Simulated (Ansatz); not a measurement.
CsPbCl₃ (cubic perovskite)

```
CsPbCl3
1.0
    5.67350     0.00000     0.00000
    0.00000     5.67350     0.00000
    0.00000     0.00000     5.67350
Cs Pb Cl
1 1 3
Direct
  0.00000   0.00000   0.00000
  0.50000   0.50000   0.50000
  0.00000   0.50000   0.50000
  0.50000   0.50000   0.00000
  0.50000   0.00000   0.50000
```

In this cell atom 4 (Cl, nearest neighbour Pb at 2.837 Å; its periodic images, 5.7 Å or more away, move with it) is moved by u·(1.000, 0.000, 0.000) + v·(0.000, 1.000, 0.000); the rest is frozen.

Calculation: r2SCAN (plane waves to 500 eV, PAW, scalar-relativistic; Ansatz, a program for electronic structure). k mesh 5×5×5 (Γ-centred), Fermi-Dirac smearing 0.05 eV. Energies are smeared free energies. CsPbCl3 was relaxed with its symmetry unable to fall. Spin-orbit coupling is left out, though Pb is heavy. This is a high-temperature form of CsPbCl3.

Changes of ΔE (meV/cell) from the point u = 0.000 Å, v = 0.000 Å when one coordinate moves alone (two changes are said to add if the coupling is within 5 % of the smaller one, nearly so within 20 %):

| point | change |
|---|---|
| u = 0.000 Å, v = -0.940 Å | 220.2 |
| u = 0.000 Å, v = -0.627 Å | 68.7 |
| u = 0.000 Å, v = -0.313 Å | 12.1 |
| u = -0.940 Å, v = 0.000 Å | 220.2 |
| u = -0.627 Å, v = 0.000 Å | 68.7 |
| u = -0.313 Å, v = 0.000 Å | 12.1 |
| u = 0.313 Å, v = 0.000 Å | 12.1 |
| u = 0.627 Å, v = 0.000 Å | 68.7 |
| u = 0.940 Å, v = 0.000 Å | 220.2 |
| u = 0.000 Å, v = 0.313 Å | 12.1 |
| u = 0.000 Å, v = 0.627 Å | 68.7 |
| u = 0.000 Å, v = 0.940 Å | 220.2 |

What is the change at u = 0.313 Å, v = -0.940 Å, where both move, and how far is it from the sum?

The sum of the single changes is 12.1 + (220.2) = 232.3; the calculation gives 294.1, so the coupling contributes 61.8 (over 20 % of the smaller single change, not additive).

What is the change at u = -0.940 Å, v = -0.940 Å, where both move, and how far is it from the sum?

The sum of the single changes is 220.2 + (220.2) = 440.4; the calculation gives 1136.8, so the coupling contributes 696.4 (over 20 % of the smaller single change, not additive).

(For displaced atoms, the force is minus the slope of the energy, and its curvature is a force constant, which sets phonon frequencies.)
